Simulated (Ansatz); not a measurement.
Tl:
```
CELL_PARAMETERS angstrom
      3.25122     0.00000     0.00000
      0.00000     3.25122     0.00000
      0.00000     0.00000     3.25122
ATOMIC_POSITIONS crystal
  Tl 0.00000 0.00000 0.00000
```

Relaxed with PBE. Special points in fractions of this cell's reciprocal vectors: Γ (0.000, 0.000, 0.000); X (0.000, 0.500, 0.000); M (0.500, 0.500, 0.000); R (0.500, 0.500, 0.500).

Task: List the band energies nearest the Fermi level at these points for the program Ansatz at the PBE level (PAW).

Result: In eV from the Fermi level; about four levels below and three above (degenerate sets whole), none deeper than 8.9 eV; … stands for higher levels left out; points with the same levels are listed once.

```
k              below            above
-  -----------------  ---------------
Γ                  –   6.38 6.38 6.38
X        -6.45 -2.81  8.94 8.94 11.45
M  -3.87 -0.47 -0.47     4.44 11.89 …
R              -1.22   1.80 1.80 1.80
```

Space group Pm-3m (simple cubic). The cell is a constructed one: a structure type filled with these elements; neither database checked (COD, Materials Project) lists it. It is not the phase usual at ambient conditions (space group No. 194). The cell was relaxed with PBE under the symmetry of its start. At this level the phase is mechanically unstable. Scalar-relativistic: spin–orbit coupling is off unless named, which matters more the heavier the elements.

Potentials: the later of the program's two PAW sets.
